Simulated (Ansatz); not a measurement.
LaB6:
```cif
data_B6La
_chemical_formula_sum 'La1 B6'
_space_group_name_H-M_alt 'Pm-3m'
_space_group_IT_number 221
_space_group_name_Hall '-P 4 2 3'
_cell_length_a 4.15500
_cell_length_b 4.15500
_cell_length_c 4.15500
_cell_angle_alpha 90.000
_cell_angle_beta 90.000
_cell_angle_gamma 90.000
loop_
_atom_site_label
_atom_site_type_symbol
_atom_site_symmetry_multiplicity
_atom_site_Wyckoff_symbol
_atom_site_fract_x
_atom_site_fract_y
_atom_site_fract_z
_atom_site_occupancy
La1 La 1 a 0.00000 0.00000 0.00000 1
B1 B 6 f 0.19982 0.50000 0.50000 1
```

Relaxed with PBE.

**Question.** Decompose the optical modes at the zone centre into irreducible representations, and say which are infrared and Raman allowed.

**Answer.** Point group m-3m: Γ_opt = A1g + Eg + T1g + 2T1u + T2g + T2u. Infrared: T1u. Raman: A1g, Eg, T2g.

**Question.** Assign frequencies (DFPT, plane-wave PAW PBE (Ansatz code)).

**Answer.** T1u 181, T2u 505, T1g 570, T2g 687, T1u 843, Eg 1107, A1g 1252 cm⁻¹.

Symmetry was held in the PBE relaxation. As this level gives no gap, phonon frequencies hold no LO–TO term and depend on the k-mesh and smearing (Fermi–Dirac, 0.1 eV here). Spin–orbit coupling is left out wherever it is not named.

Potentials: the later of the program's two PAW sets.
